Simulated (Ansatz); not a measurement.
Rb2NiF6 (space group Fm-3m)

```
CELL_PARAMETERS angstrom
      0.00000     4.21059     4.21059
      4.21059     0.00000     4.21059
      4.21059     4.21059     0.00000
ATOMIC_POSITIONS crystal
  Rb 0.75000 0.75000 0.75000
  Rb 0.25000 0.25000 0.25000
  Ni 0.00000 0.00000 0.00000
  F  0.78805 0.21195 0.78805
  F  0.21195 0.78805 0.21195
  F  0.78805 0.21195 0.21195
  F  0.21195 0.78805 0.78805
  F  0.78805 0.78805 0.21195
  F  0.21195 0.21195 0.78805
```

E(V) scan at fixed shape, V₀ the volume above. The atoms relax within the cell's symmetry.

These are PBEsol (plane waves to 420 eV, PAW, scalar-relativistic; Ansatz, a first-principles code) values and carry that method's errors. k mesh 7×7×7 (Γ-centred), Fermi-Dirac smearing 0.05 eV. Energies are smeared free energies. Compression counts positive. Rb2NiF6 is run without spin polarisation and with no Hubbard U. Rb2NiF6 was relaxed with its symmetry unable to fall. ΔE is measured from the relaxed starting cell.

```json
[
 {"V (Å³/atom)": "13.935", "ΔE (meV/atom)": "38.3"},
 {"V (Å³/atom)": "14.598", "ΔE (meV/atom)": "19.4"},
 {"V (Å³/atom)": "15.262", "ΔE (meV/atom)": "7.8"},
 {"V (Å³/atom)": "15.925", "ΔE (meV/atom)": "1.8"},
 {"V (Å³/atom)": "16.589", "ΔE (meV/atom)": "0.0"},
 {"V (Å³/atom)": "17.252", "ΔE (meV/atom)": "1.4"},
 {"V (Å³/atom)": "17.916", "ΔE (meV/atom)": "5.4"},
 {"V (Å³/atom)": "18.579", "ΔE (meV/atom)": "withheld"},
 {"V (Å³/atom)": "19.243", "ΔE (meV/atom)": "18.7"}
]
```

**Question.** Fit a third-order Birch-Murnaghan form (E₀, V₀, B₀, B₀′ free) to the given rows and predict ΔE at V = 18.579.

**Answer.** Least squares on the 8 given rows: ΔE = E₀ + (9V₀B₀/16)·y²·[2 + (B₀′ − 4)y], y = (V₀/V)^(2/3) − 1, with V₀ = 16.592 Å³/atom, B₀ = 19.65 GPa (160.2 GPa = 1 eV/Å³; the term in eV is multiplied by 1000), B₀′ = 5.61, E₀ = -0.04 meV/atom; root-mean-square residual 0.03 meV/atom. At 18.579 the fit gives 11.3 meV/atom; the calculation gives 11.3 meV/atom, the same to the digits shown. For the pressure the fit gives -1.62 GPa against the computed -1.62 GPa.

(Under strain, the slope of the energy per volume gives the stress and its curvature an elastic modulus.)
